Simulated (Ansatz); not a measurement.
FeSi2 in space group Cmce (No. 64; Fe on 8f, Fe on 8d, Si on 16g, Si on 16g) at seven volumes, plane-wave PAW PBEsol (Ansatz code), shape and atoms relaxed at each. One row is withheld.

```
V (Å³/atom)  P (GPa)
-----------  -------
11.073         22.38
11.438         13.70
11.803             ?
12.168          0.00
12.533         -5.38
12.898         -9.96
13.263        -13.86
```

Task: Fit the shown pressures and predict the withheld one.

Result: P = (3/2)B₀(x^(7/2) − x^(5/2))[1 + (3/4)(B′ − 4)(x − 1)] with x = (V₀/V)^(2/3). Least squares on the six rows gives V₀ = 12.168 Å³/atom, B₀ = 194 GPa, B′ = 4.31. At V = 11.803, x = 1.0205 and P = 6.31 GPa. The run itself gave 6.31 GPa.

The first step of the workflow began from a Materials Project structure, measured or hypothetical; the Crystallography Open Database files this formula in space group No. 64, but the cells were not matched. Its standing as an ambient phase is unchecked. The cell was relaxed with PBEsol under the symmetry of its start; of distortions, only those at the zone centre were tested. No spin polarisation was allowed.

Potentials: the later of the program's two PAW sets.
